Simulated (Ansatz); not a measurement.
What a change of settings does: YAu$_{2}$

First run: DFT, r2SCAN, PAW with Ansatz's default frozen-core files, scalar-relativistic (Ansatz 0.2.0).

Command: `ansatz run input.yaml --threads 1 --pin off --max-ram 3072MiB --backend cpu --events-out ev --progress --plain --runs-dir out` It took 34 s on 1 thread of Intel(R) Xeon(R) Platinum 8259CL CPU @ 2.50GHz (Skylake/Cascade Lake) (shared host), peak memory 0.86 GiB.

```yaml
crystal:
  lattice:
    - [-1.861408174, 1.861408174, 4.515619608]
    - [1.861408174, -1.861408174, 4.515619608]
    - [1.861408174, 1.861408174, -4.515619608]
  atoms:
    - { symbol: "Y", position: [0.0, 0.0, 0.0] }
    - { symbol: Au, position: [0.6354203186, 0.6354203186, 0.0] }
    - { symbol: Au, position: [0.3645796814, 0.3645796814, 0.0] }
kpoints:
  mp_grid: { grid: [11, 11, 11] }
scf:
  occupations: { method: fermi_dirac, width: 0.05 }
hamiltonian:
  xc: r2scan
  pseudopotentials: { kind: paw }
output:
  forces: true
  stress: true
  eigenvalues: true
  efg: { contact_densities: true }
  populations: true
```

The cell is Materials Project entry mp-1018113, used as a structure alone.

This run: one bond, the shortest of the undistorted cell, set to 2.446 Å.

It converges in 7 SCF iterations at a pressure of 11.55 GPa, largest force 4.965 eV/Å, cutoff 500 eV.

The input is then changed:

```diff
 scf:
-  occupations: { method: fermi_dirac, width: 0.05 }
+  occupations: { method: methfessel_paxton, width: 0.3 }
+  lower_state_search: "off"
 hamiltonian:
   pseudopotentials: { kind: paw }
+  dispersion: d4
 output:
```

Question: Predict the outcome of the changed run.

Answer: It converges in 7 SCF iterations at a pressure of 10.35 GPa, largest force 4.963 eV/Å, cutoff 500 eV. More than one line changes, and not each need have an effect. Some of the changed settings are coarser than converged work would use. Results part of its log:
```
SCF 1 converged in 7 iterations: F = -30189.032470 eV  dr2 = 8.26e-8
  greatest PAW one-centre occupation: 1.003 electrons in one spin orbital (limit 2), on the Au atom at site 2 (counted from 0), in its partial waves of l = 0
SCF converged after 7 iterations
Stability not checked: this state was not tested for a lower state beside it, because cold or Methfessel-Paxton smearing, or corrected tetrahedra, fill the levels in a way that the test cannot read (fill_not_monotonic; see scf.lower_state_search)
Free energy (F): -30189.032470 eV
Harris-Foulkes:  -30189.032470 eV  (|F-HF|=9.78e-8)
Internal energy: -30189.033016 eV  (E = F + TS)
E sigma→0 (E₀):  -30189.032606 eV
Entropy (-TS):   0.000546 eV (0.182 meV/atom)
Fermi energy:    16.571610 eV
--- Per-component energies (eV) ---
  E_band       = -691.684461
  E_kinetic    = 1522.725407
  E_local      = -4915.592065  (includes V_loc(G=0)·N_el)
  E_nonlocal   = 195.608729
  E_hartree    = 2046.201258
  E_xc         = -608.814942
  E_vxc        = -843.434398  (∫ρ·V_xc dr)
  E_paw        = -22302.232059  (= ΣΔE_a)
[... lines left out ...]
  P = ⅓ Tr σ = 10.3494 GPa (103.494 kbar)
--- PAW observables at the nuclei: V_zz in 10²¹ V/m², potentials from the cell's mean, atoms counted from 1 ---
  atom   1  Y  V_zz =    +4.748283   η = 0.0000   by run symmetry: allowed
            electrostatic potential = -5722.798132 V   contact ρ = 443565.389777 e/Å³
  atom   2  Au V_zz =   -31.573784   η = 0.0000   by run symmetry: allowed
            electrostatic potential = -16457.445609 V   contact ρ = 13073208.979611 e/Å³
  atom   3  Au V_zz =   -31.573784   η = 0.0000   by run symmetry: allowed
            electrostatic potential = -16457.445609 V   contact ρ = 13073208.979611 e/Å³
--- Band table (eV; the first three rows and the last of 126) ---
  k-point 0: bands = ["-91.9987", "-91.9736", "-43.0757", "-42.8243", "-42.8243", "-42.7940", "-42.7940", "-42.6840", "-27.8558", "-7.2374", "-7.1887", "-7.1887", "7.7693", "10.1455", "10.4134", "10.7863", "10.7863", "10.8055", "10.8499", "11.4600", "12.0361", "12.1524", "12.1524", "14.9672", "18.3795", "18.3795", "18.4195", "18.8211", "21.2126", "24.4066"]
  k-point 1: bands = ["-91.9986", "-91.9736", "-43.0752", "-42.8255", "-42.8245", "-42.7945", "-42.7936", "-42.6844", "-27.8530", "-7.2310", "-7.2130", "-7.2064", "7.9852", "10.1884", "10.4181", "10.5312", "10.8763", "10.8950", "10.9005", "11.4725", "11.8095", "12.1368", "12.3193", "15.2815", "17.7038", "18.2165", "18.4019", "20.0790", "20.7155", "24.1097"]
  k-point 2: bands = ["-91.9985", "-91.9737", "-43.0737", "-42.8288", "-42.8252", "-42.7956", "-42.7922", "-42.6855", "-27.8458", "-7.2714", "-7.2534", "-7.2165", "8.4802", "10.0970", "10.3619", "10.4441", "11.0511", "11.0625", "11.1688", "11.3362", "11.7288", "12.0989", "12.5391", "15.7794", "17.2791", "17.7230", "18.4149", "19.4996", "21.9419", "22.7728"]
  k-point 125: bands = ["-91.9980", "-91.9743", "-43.0641", "-42.8340", "-42.8335", "-42.7851", "-42.7846", "-42.6960", "-27.8531", "-7.2528", "-7.2089", "-7.1867", "9.0629", "9.8859", "9.9121", "10.2311", "10.4309", "10.5682", "11.3206", "11.4727", "11.5702", "12.8929", "12.8959", "13.4593", "18.3461", "19.4688", "19.5363", "19.5863", "20.0878", "20.5691"]
--- Löwdin populations: 3 sites ---
  site symbol       q [e]
     0      Y     11.1323
     1     Au     18.7308
     2     Au     18.7308
  spilling = 0.008287 (of n_electrons = 49.000000)
```
